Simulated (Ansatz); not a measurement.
Starting cell, SrO (rock salt):

```xyz
2
Lattice="0.0000 2.5975 2.5975 2.5975 0.0000 2.5975 2.5975 2.5975 0.0000" Properties=species:S:1:pos:R:3 pbc="T T T"
O      0.0000     0.0000     0.0000
Sr     2.5975     2.5975     2.5975
```

In each cell atom 2 (Sr, nearest neighbour O at 2.598 Å; its periodic images, 3.7 Å or more away, move with it) moves by s·(0.000, 1.000, 0.000) (towards the nearest neighbour), the rest being held.

These are PBE (plane waves to 420 eV, PAW, scalar-relativistic; Ansatz, a first-principles code) values and carry that method's errors. k mesh 9×9×9 (Γ-centred), Fermi-Dirac smearing 0.05 eV. The energy includes the smearing's −TS. SrO was relaxed with its symmetry unable to fall. ΔE is measured from the undisplaced structure.

```csv
s (Å),ΔE (meV/cell)
-0.520,520
-0.416,withheld
-0.312,123
-0.208,46
-0.104,10
0.000,0
0.104,10
0.208,46
0.312,123
0.416,withheld
0.520,520
```

Problem. Fit an even polynomial form (powers 2, 4) to the given rows and predict ΔE at s = 0.416.

Solution. Least squares on the 9 given rows: ΔE = (894.1)·s² + (3805)·s⁴, in meV/cell with s in Å; root-mean-square residual 0.1 meV/cell. At 0.416 the fit gives 269 meV/cell; the calculation gives 268 meV/cell, so the interpolation is off by 1 (+0.4 %). The quadratic term alone would give 155 meV/cell.

(For displaced atoms, the force is minus the slope of the energy, and its curvature is a force constant, which sets phonon frequencies.)
